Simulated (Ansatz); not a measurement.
YGa₂Ni in space group Cmcm (No. 63; Ga on 8f, Ni on 4c, Y on 4c), r²SCAN (plane waves, PAW; program Ansatz), all energies at zero smearing, with the estimated change up to a 700 eV cutoff added, with one set of potentials and settings (totals compare only within such a set). Cell of 8 atoms (4 Ga, 2 Ni, 2 Y): -34576.726 eV.

```csv
element,reference phase,E (eV/atom)
Ga,"Cmce, 4 atoms in the cell",-3790.2689
Ni,"Fm-3m, 1 atoms in the cell, spin-polarised",-5845.2912
Y,"P6_3/mmc, 2 atoms in the cell",-3859.7073
```

Formation energy per atom, worked out: (-34576.726 − 4×(-3790.2689) − 2×(-5845.2912) − 2×(-3859.7073))/8 = -0.707 eV/atom (-68 kJ per mol of atoms), at 0 K, without zero-point energy or fitted corrections.

The workflow started from an entry of the Crystallography Open Database (COD). Whether it is the stable phase at ambient conditions was not checked. Symmetry was held in the r²SCAN relaxation; whether a distortion lowers the energy is not shown. The workflow began spin-polarised and lost its moments. The references are the lowest solids computed at this level, not always the standard phases.

Potentials: the later of the program's two PAW sets.
